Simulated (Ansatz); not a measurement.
## PbO-type BiN

The computed numbers are results of PBE, scalar-relativistic (no spin polarisation) in the plane-wave PAW code Ansatz at 420 eV, Γ-centred 8×8×6 mesh, 0.05 eV Gaussian smearing; PAW files: Ansatz's generated set soft_2.

```xyz
4
Lattice="4.0523 0.0000 0.0000 0.0000 4.0523 0.0000 0.0000 0.0000 5.3119" Properties=species:S:1:pos:R:3 pbc="T T T"
Bi    2.0262    0.0000    1.1083
Bi    0.0000    2.0262    4.2035
N     0.0000    0.0000    0.0000
N     2.0262    2.0262    0.0000
```

The start was a prototype's sites filled with these elements, not a measured cell.

The cell is relaxed to zero pressure at this level.

The cell has space group P4/nmm (read at 0.01 Å). In it the stress is 0.01, 0.01, 0.00, 0.00, 0.00, 0.00 GPa and the largest force component 0.001 eV/Å. Each change below starts from this cell, without further relaxation. Stress is in GPa, positive in compression, in the order xx, yy, zz, yz, xz, xy; energies are counted from the cell above and are free energies with the smearing's entropy, which match forces and stress in a metal.

Q: What happens when atom 3 (N) is moved by 0.20 Å along y?

A: The energy changes by 173.8 meV per cell, and the force on it along the shift is -1.822 eV/Å (−F/u = 9.11 eV/Å²). Stress: 0.27, 2.55, 0.42, -1.73, 0.00, 0.00.
| atom | Fx (eV/Å) | Fy | Fz |
| --- | --- | --- | --- |
| Bi1 | 0.000 | 0.169 | -0.132 |
| Bi2 | 0.000 | 0.936 | -0.326 |
| N3 | 0.000 | -1.822 | 0.532 |
| N4 | 0.000 | 0.717 | -0.073 |
In a harmonic crystal the energy would rise by −½F·u = ½ × 9.11 × 0.20² eV = 182.2 meV, close to the run's value; the rest is anharmonic or numerical.

Q: One atom was moved along a Cartesian axis, and these forces appeared. Which atom, and about how far?
```tsv
atom	Fx (eV/Å)	Fy	Fz
Bi1	0.000	0.000	-1.062
Bi2	0.000	0.000	0.256
N3	0.000	0.000	0.403
N4	0.000	0.000	0.403
```

A: Atom 1 (Bi) is moved by 0.08 Å along z; the energy changes by 43.0 meV per cell.

Q: What stress follows from an engineering strain of -1 % in xx, atoms carried along?

A: 1.64, 0.78, 0.51, 0.00, 0.00, 0.00 GPa; the energy changes by 4.5 meV per cell.
```tsv
atom	Fx (eV/Å)	Fy	Fz
Bi1	0.000	0.000	0.115
Bi2	0.000	0.000	-0.115
N3	0.000	0.000	-0.116
N4	0.000	0.000	0.116
```
The change of the stress over the strain gives a clamped-atom stiffness of about 164 GPa for this component, a secant value that lies under the elastic constant in tension and over it in compression, by several per cent for each per cent of strain.
In a harmonic crystal the energy would rise by V(½Cε² − σ₀ε), with σ₀ the stress of the unstrained cell, = 4.5 meV, which matches.

Q: A single strain component, atoms carried along, gave the stress 0.03, 0.19, 0.05, -1.24, 0.00, 0.00. Which component, and about how large?

A: An engineering strain of 3 % in yz; the energy changes by 10.2 meV per cell.

Q: All atoms and the cell are disturbed at random:
```
CELL_PARAMETERS angstrom
4.02259 0.04062 0.03831
0.04062 3.99923 0.03629
0.05022 0.04757 5.43228
ATOMIC_POSITIONS crystal
Bi 0.49258 0.98833 0.19465
Bi 0.00075 0.50297 0.79343
N 0.99332 0.01665 0.98826
N 0.51335 0.49204 0.02367
```
Give the energy change, the stress and the forces.

A: 252.8 meV per cell; stress -0.31, 9.19, 2.14, -0.58, -0.76, -1.75 GPa.
```
atom  Fx (eV/Å)      Fy      Fz
 Bi1     -0.095   0.071   1.393
 Bi2      0.127   0.419  -0.062
  N3      0.377  -0.980   0.346
  N4     -0.409   0.490  -1.676
```

Q: All atoms and the cell are disturbed at random:
```
CELL_PARAMETERS angstrom
4.00918 0.00409 0.00134
0.00409 4.02917 -0.03773
0.00176 -0.04946 5.29251
ATOMIC_POSITIONS crystal
Bi 0.54536 0.96961 0.21773
Bi 0.01813 0.52370 0.79668
N 0.94979 0.95502 0.00345
N 0.48672 0.55167 0.98214
```
Give the energy change, the stress and the forces.

A: 1378.3 meV per cell; stress 16.30, 10.76, 7.11, 7.96, -5.08, 1.63 GPa. The gap on the mesh goes from zero (metallic) to 0.08 eV (close to the smearing width).
```
atom  Fx (eV/Å)      Fy      Fz
 Bi1     -3.002   1.466   1.728
 Bi2     -0.724  -2.001  -1.634
  N3      3.517   3.098  -0.397
  N4      0.209  -2.563   0.303
```

These numbers lack spin–orbit coupling.
